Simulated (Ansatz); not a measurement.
NbPd:
```
CELL_PARAMETERS angstrom
      1.40628     0.81191     4.64832
     -1.40628     0.81191     4.64832
      0.00000    -1.62383     4.64832
ATOMIC_POSITIONS crystal
  Nb 0.00000 0.00000 0.00000
  Pd 0.50000 0.50000 0.50000
```

Relaxed with PBEsol. Special points in fractions of this cell's reciprocal vectors: Γ (0.000, 0.000, 0.000); T (0.500, 0.500, 0.500); H2 (0.813, 0.187, 0.500); H0 (0.500, -0.187, 0.187); L (0.500, 0.000, 0.000); S0 (0.344, -0.344, 0.000); S2 (0.656, 0.000, 0.344); F (0.500, 0.000, 0.500).

Task: List the band energies nearest the Fermi level at these points for the program Ansatz at the PBEsol level (PAW).

Result: In eV from the Fermi level; about four levels below and three above (degenerate sets whole), none deeper than 8.9 eV; points with the same levels are listed once.

| k | below | above |
|---|---|---|
| Γ | -3.22 -3.22 -2.35 -2.35 -2.02 | 0.79 0.79 0.85 |
| T | -3.11 -3.11 -2.00 -2.00 -1.28 | 0.35 0.35 3.35 3.35 |
| H2 | -3.62 -3.15 -0.50 -0.07 | 0.47 0.68 2.95 |
| L | -2.84 -2.46 -0.72 -0.53 | 2.02 3.68 5.85 |
| S0 | -4.01 -4.00 -3.69 -3.22 -0.57 | 0.03 0.40 0.69 |
| F | -5.01 -2.91 -2.12 -0.72 | 0.68 0.85 3.27 |

Space group R-3m. The first step of the workflow began from a Materials Project structure, measured or hypothetical; the Crystallography Open Database copy checked does not list it. With Nb and Pd taken as one species the cell has the higher symmetry Fm-3m, so it may be an ordered model of a mixed-site phase. Its standing as an ambient phase is unchecked. Symmetry was held in the PBEsol relaxation; whether a distortion lowers the energy is not shown. No spin polarisation was allowed. Spin–orbit coupling is left out wherever it is not named.

Potentials: the later of the program's two PAW sets.
